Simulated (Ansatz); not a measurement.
Relaxed ScAl3 (Cu3Au type):

```
ScAl3
1.0
    4.10545     0.00000     0.00000
    0.00000     4.10545     0.00000
    0.00000     0.00000     4.10545
Al Sc
3 1
Direct
  0.00000   0.50000   0.50000
  0.50000   0.50000   0.00000
  0.50000   0.00000   0.50000
  0.00000   0.00000   0.00000
```

In this cell atom 2 (Al, nearest neighbour Sc at 2.903 Å; its periodic images, 4.1 Å or more away, move with it) is moved by s along Cartesian z, unit vector (0.000, 0.000, 1.000); all other atoms and the cell stay fixed.

Method: PBE (plane waves to 420 eV, PAW, scalar-relativistic; Ansatz, a program for electronic structure). k mesh 9×9×9 (Γ-centred), Fermi-Dirac smearing 0.05 eV. Energies are smeared free energies. With partly filled bands, energies and forces of such displacements shift with the k mesh and the smearing. ScAl3 is run without spin polarisation. ScAl3 was relaxed with its symmetry unable to fall. The PAW data are Ansatz's earlier set. The zero of ΔE is the undisplaced structure. The last digit holds for this mesh only.

```
s (Å)   ΔE (meV/cell)
------  -------------
-0.290          192.1
-0.232       withheld
-0.174           68.3
-0.116           30.3
-0.058            7.5
0.000             0.0
0.058             7.5
0.116            30.3
0.174            68.3
0.232        withheld
0.290           192.1
```

**Question.** Fit an even polynomial form (powers 2, 4) to the given rows and predict ΔE at s = 0.232.

**Answer.** Least squares on the 9 given rows: ΔE = (2241)·s² + (511.5)·s⁴, in meV/cell with s in Å; root-mean-square residual 0.03 meV/cell. At 0.232 the fit gives 122.1 meV/cell; the calculation gives 122.1 meV/cell, the same to the digits shown. The quadratic term alone would give 120.6 meV/cell.

(For displaced atoms, the force is minus the slope of the energy, and its curvature is a force constant, which sets phonon frequencies.)
